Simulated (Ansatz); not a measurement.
The start is a relaxed Ni cell, doubled along one cell vector, shaken by Gaussian noise of σ = 0.08 Å a coordinate. The structure is fully relaxed (lattice and positions, P = 0) with PBEsol (plane waves to 420 eV, PAW, scalar-relativistic; Ansatz, a program for electronic structure). The first steps use a coarse 8×15×4 k-mesh.

Input geometry:
```
Ni
1.0
    4.89432     0.00000     0.00000
   -1.22358     2.11930     0.00000
    0.00000     0.00000     8.01927
Ni
8
Direct
  0.99236   0.99650   0.02280
  0.48968   0.97665   0.01071
  0.96442   0.91773   0.48768
  0.50032   0.01324   0.50143
  0.17989   0.71076   0.24591
  0.67491   0.65224   0.26785
  0.30545   0.30847   0.74591
  0.82907   0.33189   0.74947
```
Spin-polarised start, with parallel moments on Ni.

- Largest initial force: 3.11 eV/Å, on Ni3 (atoms numbered as listed)
- Energy released: 0.09 eV/atom
- Relative to the parent: It relaxes back to the parent, P6₃/mmc (No. 194)
- Shortest distances (start → end): The closest pairs of elements (up to four, under 3.6 Å), start → end: Ni–Ni 2.15 → 2.45 Å
- Band gap at the end: zero (metallic)
- Moments at the end: net 0.63 μB/atom, ferromagnetic
- Optimiser moves: 6

Relaxed structure:

Space group P6₃/mmc (No. 194); a = b = 2.4472 Å, c = 8.0192 Å, α = β = 90.00°, γ = 120.00°

```tsv
atom	site	symmetry	x	y	z
Ni	2a	-3m.	0.0000	0.0000	0.0000
Ni	2c	-6m2	0.3333	0.6667	0.2500
```

Final values are on a 22×22×6 k-mesh of the relaxed cell. Spin state reached: ferromagnetic (net 0.63 μB/atom), from parallel starting moments; other spin orders were not run from this start.

The relaxed structure here is a generated cell of Ni: the first start was made by placing the elements on the sites of a structure type, and the end was not matched to a known phase here, so it may be hypothetical. Known forms of Ni include space group No. 225.
